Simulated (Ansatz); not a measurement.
Input:

CuO:
```yaml
crystal:
  lattice:
    - [2.01567, -2.01851, 0.00000]
    - [2.01567, 2.01851, 0.00000]
    - [0.00000, 0.00000, 5.04453]
  atoms:
    - { symbol: Cu, position: [0.00000, 0.50000, 0.50000] }
    - { symbol: Cu, position: [0.50000, 0.00000, 0.00000] }
    - { symbol: O, position: [0.50000, 0.50000, 0.25000] }
    - { symbol: O, position: [0.50000, 0.50000, 0.75000] }
```

This is the LDA-relaxed structure.

Problem. All from LDA (plane waves, PAW; program Ansatz), unless another level is named. Give the electronic character.

Solution. metallic (no gap).

Problem. Predict the density of states at the Fermi level.

Solution. 0.55 states/eV per atom (mean over ±0.08 eV).

Problem. Next, the formation energy from the elements (no fitted shifts)?

Solution. -0.65 eV/atom.

Space group P4_2/mmc. A made-up cell: these elements were put on the sites of a structure type; neither database checked (COD, Materials Project) lists it. It is not the phase usual at ambient conditions (space group No. 15). The LDA relaxation kept the symmetry of its start; of distortions, only those at the zone centre were tested. The run is not spin-polarised. No Hubbard U is applied. Without spin polarisation and U, an open-shell compound can come out a false metal. The references are the lowest solids computed at this level, not always the standard phases (solids in place of the gases).

Potentials: the later of the program's two PAW sets.
